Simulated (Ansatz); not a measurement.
# A vibration from a frozen displacement in ZrS

All numbers below come from DFT r2SCAN, scalar-relativistic, plane waves, PAW (Ansatz 0.2.0). Settings: plane waves to 500 eV, k-mesh 16×16×16 (Γ-centred), Gaussian smearing 0.15 eV. No spin polarisation. Energies are free energies at this smearing, counted from the undisturbed cell; pressure is positive in compression.

The undisturbed cell (as given, not relaxed at this level; it stands at -2.0 GPa, and it needn't be the usual structure):

```
Zr S
1.0
     0.00000    2.62500    2.62500
     2.62500    0.00000    2.62500
     2.62500    2.62500    0.00000
Zr S
1 1
Direct
  0.00000 0.00000 0.00000
  0.50000 0.50000 0.50000
```

Every Zr atom is moved by x along the Cartesian unit vector (0.000, 0.000, -1.000); the cell and all other atoms stay fixed. The cell's volume is 36.18 Å³; the moved atoms weigh 91.224 u together and the others 32.060 u. Some rows repeat others by symmetry and weren't run.

```
  x (Å)  ΔE (meV/cell) total force on the moved atoms along the move (eV/Å) pressure (GPa)
-0.3000         286.74                                                2.4051          3.5782
-0.2625         205.87                                                1.9217          2.1947
-0.2250         141.94                                                1.4944          1.0265
-0.1875          93.18                                                1.1185          0.0749
-0.1500          56.95                                                0.8248         -0.6891
-0.1125          30.77                                                0.5775         -1.2732
-0.0750          13.24                                                0.3624         -1.6841
-0.0375           3.25                                                0.1741         -1.9261
 0.0000           0.00                                                0.0000         -2.0066
 0.0375           3.25                                               -0.1741         -1.9261
 0.0750          13.24                                               -0.3624         -1.6841
 0.1125          30.77                                               -0.5775         -1.2732
 0.1500          56.95                                               -0.8248         -0.6891
 0.1875          93.18                                               -1.1185          0.0749
 0.2250         141.94                                               -1.4944          1.0265
 0.2625         205.87                                               -1.9217          2.1947
 0.3000         286.74                                               -2.4051          3.5782
```

What frequency belongs to this motion?

The force constant is k = −dF/dx = 4.643 eV/Å², from the parabola through x = -0.0375, 0 and 0.0375. In every cell the moved atoms swing against the rest, so the mass is μ = m₁m₂/(m₁ + m₂) = 23.723 u, and ν̃ = 521.5 cm⁻¹ × √(|k|/μ) = 231 cm⁻¹, at this cell's pressure of -2.0 GPa. To first order in x, and within 1 %, the force on every atom lies along the move and, within each of the two groups, in proportion to the atom's mass, so this is itself a mode at the zone centre of this cell.

How far does the harmonic law reach?

At x = -0.300 Å, kx²/2 = 208.92 meV against the computed 286.74 meV (+37.2 %): the well stiffens in this direction at large amplitude.

The pressure changes with x². What does that say about the frequency under compression?

With E = k(V)x²/2, k ∝ V^(−2γ) and x scaling with the cell as V^(1/3), P − P0 = −∂E/∂V = (2γ − 2/3) ΔE/V. At x = 0.0750 Å, V(P − P0) = 36.18 × 0.32247 / 160.2 eV = 72.81 meV and ΔE = 13.24 meV, so γ = 1/3 + V(P − P0)/(2ΔE) = 3.08. This is the Grüneisen parameter of the motion under uniform scaling of the cell: shrinking the cell evenly by 1 % in volume raises the frequency by about 3.08 %.

In a metal these slopes depend on the k mesh and the smearing.